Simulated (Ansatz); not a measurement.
NaF (rock salt), relaxed with HSE06 (Ansatz, a first-principles code, plane waves, PAW): a = 4.638 Å, b = 4.638 Å, c = 4.638 Å, α = 90.00°, β = 90.00°, γ = 90.00°.

```
Quantity              Value
--------------------  -----
gap (eV)               8.46
B₀ by P(V) fit (GPa)   49.3
```

Question: The same phase is relaxed and computed with PBE in the same code. What are the cell and these values now?

Answer: a = b = c = 4.701 Å, α = β = γ = 90.00°.

- gap (eV): 6.09
- B₀ by P(V) fit (GPa): 44.8

All cells were relaxed under the symmetry of their starts (and spin orders); stability against distortions was not tested throughout.

Potentials: the later of the program's two PAW sets.

Ansatz is a plane-wave DFT program.
